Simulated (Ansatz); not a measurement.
Relaxed-ion elastic tensor of MgO in space group P4_2/mmc (No. 131; Mg on 2c, O on 2e) in GPa (Voigt order), PBE in the plane-wave PAW code Ansatz; density 2.71 g/cm³, 12.37 Å³ per atom.

|  | 1 | 2 | 3 | 4 | 5 | 6 |
|---|---|---|---|---|---|---|
| 1 | 249 | -10.6 | 34.5 | 0.0 | 0.0 | 0.0 |
| 2 | -10.6 | 249 | 34.5 | 0.0 | 0.0 | 0.0 |
| 3 | 34.5 | 34.5 | 362 | 0.0 | 0.0 | 0.0 |
| 4 | 0.0 | 0.0 | 0.0 | -37.8 | 0.0 | 0.0 |
| 5 | 0.0 | 0.0 | 0.0 | 0.0 | -37.8 | 0.0 |
| 6 | 0.0 | 0.0 | 0.0 | 0.0 | 0.0 | -29.6 |

Is the crystal mechanically stable?

No: the smallest eigenvalue of C is -37.8 GPa.

The cell is a constructed one: a structure type filled with these elements; neither database checked (COD, Materials Project) lists it. It is not the phase usual at ambient conditions (space group No. 225). Symmetry was held in the PBE relaxation. At this level the phase is dynamically unstable (imaginary phonons).

Potentials: the later of the program's two PAW sets.
